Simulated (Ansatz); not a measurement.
Level of theory: Ansatz 0.2.0, DFT PBE, scalar-relativistic, plane waves, PAW. All cells share a 420 eV cutoff and Γ-centred k meshes spaced at most about 0.3 Å⁻¹ (about 0.25 or finer for metals, 2π included). No spin polarisation in the final relaxations.

These are static total energies at zero pressure.

Two relaxed structures of Zr2TeSe:

A.

```
Zr Te Se
1.0
     3.63047    0.00000    0.00000
    -1.81523    3.14408    0.00000
     0.00000    0.00000    7.71238
Zr Te Se
2 1 1
Direct
  0.66667 0.33333 0.23433
  0.66667 0.33333 0.76567
  0.00000 0.00000 0.50000
  0.33333 0.66667 0.00000
```

B.

```
Zr Te Se
1.0
     3.98740    0.00000    0.00000
     0.00000    4.07114    0.00000
     0.00000    0.00000    7.17274
Zr Te Se
2 1 1
Cartesian
  1.9937 0.0000 5.5074
  1.9937 0.0000 1.6653
  1.9937 2.0356 3.5864
  0.0000 0.0000 0.0000
```

**Question.** Which is lower in energy, and by how much?

**Answer.** A is lower, by 0.55 eV/atom. A has space group P-6m2 (No. 187), 22.0 Å³/atom and no gap on its mesh; B has space group Pmmm (No. 47), 29.1 Å³/atom and no gap. Counting Se or Te atoms around Zr (for each partner element, those within 1.25 times its shortest distance or 1.15 times the sum of covalent radii, where it is the nearest in units of that sum or under 1.3), A has Zr 6 and B has Zr 4. The denser one is the lower, and pressure would at first widen the difference. Both come from invented guesses.

These runs have no spin–orbit coupling, which can matter for Te. Cells relaxed within their symmetry can be saddle points.
